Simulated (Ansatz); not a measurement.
The relaxed structure here is a generated cell of ZnSnP2: the first start was made by placing the elements on the sites of a structure type, and the end was not matched to a known phase here, so it may be hypothetical.

A relaxed cell of ZnSnP2 (P4/mmm (No. 123)), relaxed on a k-mesh at least as fine as the one used below. These are PBEsol (plane waves to 420 eV, PAW, scalar-relativistic; Ansatz, an electronic-structure program) values and carry that method's errors. Γ-centred k-mesh 6×6×6 on the run's cell (coarser than for final values), Fermi–Dirac smearing 0.05 eV.

```yaml
crystal:
  lattice:
    - [5.27508, 0.00000, 0.00000]
    - [0.00000, 5.27508, 0.00000]
    - [0.00000, 0.00000, 5.35186]
  atoms:
    - { symbol: Zn, position: [0.50000, 0.50000, 0.25000] }
    - { symbol: Zn, position: [0.50000, 0.50000, 0.75000] }
    - { symbol: Sn, position: [0.00000, 0.00000, 0.00000] }
    - { symbol: Sn, position: [0.00000, 0.00000, 0.50000] }
    - { symbol: P, position: [0.00000, 0.50000, 0.00000] }
    - { symbol: P, position: [0.00000, 0.50000, 0.50000] }
    - { symbol: P, position: [0.50000, 0.00000, 0.00000] }
    - { symbol: P, position: [0.50000, 0.00000, 0.50000] }
```

The atoms are displaced along an unstable phonon of this cell by (Å):

```json
[
 {"atom": "Zn1", "ux": "0.000", "uy": "0.000", "uz": "0.000"},
 {"atom": "Zn2", "ux": "0.000", "uy": "0.000", "uz": "0.000"},
 {"atom": "Sn3", "ux": "0.000", "uy": "0.000", "uz": "0.009"},
 {"atom": "Sn4", "ux": "0.000", "uy": "0.000", "uz": "-0.009"},
 {"atom": "P5", "ux": "0.000", "uy": "0.000", "uz": "-0.150"},
 {"atom": "P6", "ux": "0.000", "uy": "0.000", "uz": "0.150"},
 {"atom": "P7", "ux": "0.000", "uy": "0.000", "uz": "-0.150"},
 {"atom": "P8", "ux": "0.000", "uy": "0.000", "uz": "0.150"}
]
```

What forces (eV/Å) and pressure result?


```json
[
 {"atom": "Zn1", "Fx": "0.00", "Fy": "0.00", "Fz": "0.00"},
 {"atom": "Zn2", "Fx": "0.00", "Fy": "0.00", "Fz": "0.00"},
 {"atom": "Sn3", "Fx": "0.00", "Fy": "0.00", "Fz": "0.20"},
 {"atom": "Sn4", "Fx": "0.00", "Fy": "0.00", "Fz": "-0.20"},
 {"atom": "P5", "Fx": "0.00", "Fy": "0.00", "Fz": "-0.72"},
 {"atom": "P6", "Fx": "0.00", "Fy": "0.00", "Fz": "0.72"},
 {"atom": "P7", "Fx": "0.00", "Fy": "0.00", "Fz": "-0.72"},
 {"atom": "P8", "Fx": "0.00", "Fy": "0.00", "Fz": "0.72"}
]
```

Pressure +1.3 GPa.

Estimate the energy cost of the displacement in the harmonic approximation and compare with the calculation.

For a harmonic well ΔE = −½ Σ F·u = -0.218 eV a cell, or -27 meV/atom. The calculated energy relative to the undisplaced cell is -0.03 eV/atom, so the harmonic estimate holds well.

The undisplaced cell is probably no minimum: from this displacement the run went on to P4/mmm (No. 123), 0.07 eV/atom below it.

No spin polarisation in the result.
